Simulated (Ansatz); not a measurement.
Q: Name crystals whose computed values (plane-wave PAW PBEsol (Ansatz code)) fall in these windows: B₀ by P(V) fit (GPa) 140 to 190; ε∞ 4.0 to 5.6; electron conductivity mass (mₑ) 0.16 to 0.21.

A: 

```json
[
 {"crystal": "Zn3InGaO6, R3m (Pearson symbol hR11)", "B₀ by P(V) fit (GPa)": "160", "ε∞": "4.74", "electron conductivity mass (mₑ)": "0.18"},
 {"crystal": "ZnSnO3, R3c (Zn on 6a, Sn on 6a, O on 18b)", "B₀ by P(V) fit (GPa)": "180", "ε∞": "4.96", "electron conductivity mass (mₑ)": "0.19"}
]
```
Others may fit too.

Standing as an ambient phase not checked: Zn3InGaO6, R3m (Pearson symbol hR11). All cells were relaxed under the symmetry of their starts (and spin orders); stability against distortions was not tested throughout. Spin–orbit coupling is left out wherever it is not named.

Potentials: the later of the program's two PAW sets.
